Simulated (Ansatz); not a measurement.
Input, command and steps of an Ansatz relaxation.

```yaml
crystal:
  lattice:
    - [5.2804047937, 0.0, 0.0]
    - [-2.6402023968, 4.5729646936, 0.0]
    - [0.0, 0.0, 6.985766283]
  atoms:
    - { symbol: Ba, position: [0.0, 0.0, 0.5] }
    - { symbol: Sn, position: [0.6666666667, 0.3333333333, 0.7895441555] }
    - { symbol: Sn, position: [0.0, 0.0, 0.0] }
    - { symbol: Sn, position: [0.6666666667, 0.3333333333, 0.2104558445] }
    - { symbol: Sn, position: [0.3333333333, 0.6666666667, 0.2104558445] }
    - { symbol: Sn, position: [0.3333333333, 0.6666666667, 0.7895441555] }
basis:
  ecutwfc: 420
kpoints:
  mp_grid: { grid: [12, 12, 6] }
hamiltonian:
  xc: pbesol
scf:
  occupations: { method: gaussian, width: 0.1 }
output:
  forces: true
  stress: true
  eigenvalues: true
relax:
  adjacent_minimum: "off"
  f_tol: 0.01
  max_steps: 30
  cell: { stress_tol: 0.1, fix: [volume] }
```

```bash
ansatz run input.yaml --threads 2 --pin off --max-ram 5120MiB --backend cpu --events-out ev --progress --plain --runs-dir out
```

These are results of DFT PBEsol, scalar-relativistic, plane waves, PAW in Ansatz 0.2.0, not measurements.

The volume is held at 0.97 times that of the relaxed cell.

Of 4 frames 3 are shown, positions in Å and forces in eV/Å; the SCF threshold varies from step to step. Steps run on the plane waves of an earlier cell, with a Pulay correction in the pressure. The basis is chosen afresh for the last frame, the zero of the energies, and at times for earlier ones too; energy and pressure step there, also at an unchanged geometry.

```xyz
6
Lattice="5.2804 0.0000 0.0000 -2.6402 4.5730 0.0000 0.0000 0.0000 6.9858" Properties=species:S:1:pos:R:3:forces:R:3 pbc="T T T" step=1 free_energy_over_end_meV_per_atom=0.60 pressure_GPa=1.56
Ba    0.0000    0.0000    3.4929    0.0000    0.0000    0.0000
Sn    2.6402    1.5243    5.5156    0.0000    0.0000   -0.0927
Sn    0.0000    0.0000    0.0000    0.0000    0.0000    0.0000
Sn    2.6402    1.5243    1.4702    0.0000    0.0000    0.0927
Sn    0.0000    3.0486    1.4702    0.0000    0.0000    0.0927
Sn    0.0000    3.0486    5.5156    0.0000    0.0000   -0.0927
6
Lattice="5.2942 0.0000 0.0000 -2.6471 4.5849 0.0000 0.0000 0.0000 6.9493" Properties=species:S:1:pos:R:3:forces:R:3 pbc="T T T" step=2 free_energy_over_end_meV_per_atom=0.17 pressure_GPa=1.24
Ba    0.0000    0.0000    3.4747    0.0000    0.0000    0.0000
Sn    2.6471    1.5283    5.4603    0.0000    0.0000    0.0611
Sn    0.0000    0.0000    0.0000    0.0000    0.0000    0.0000
Sn    2.6471    1.5283    1.4891    0.0000    0.0000   -0.0611
Sn    0.0000    3.0566    1.4891    0.0000    0.0000   -0.0611
Sn    0.0000    3.0566    5.4603    0.0000    0.0000    0.0611
6
Lattice="5.2937 0.0000 0.0000 -2.6469 4.5845 0.0000 0.0000 0.0000 6.9507" Properties=species:S:1:pos:R:3:forces:R:3 pbc="T T T" step=4 free_energy_over_end_meV_per_atom=0.00 pressure_GPa=1.33
Ba    0.0000    0.0000    3.4754    0.0000    0.0000    0.0000
Sn    2.6469    1.5282    5.4697    0.0000    0.0000    0.0027
Sn    0.0000    0.0000    0.0000    0.0000    0.0000    0.0000
Sn    2.6469    1.5282    1.4811    0.0000    0.0000   -0.0027
Sn    0.0000    3.0563    1.4811    0.0000    0.0000   -0.0027
Sn    0.0000    3.0563    5.4697    0.0000    0.0000    0.0027
```

The run took 2.1 min on 2 threads of Intel(R) Xeon(R) Platinum 8259CL CPU @ 2.50GHz (Skylake/Cascade Lake), on a shared host, peak memory 0.82 GiB.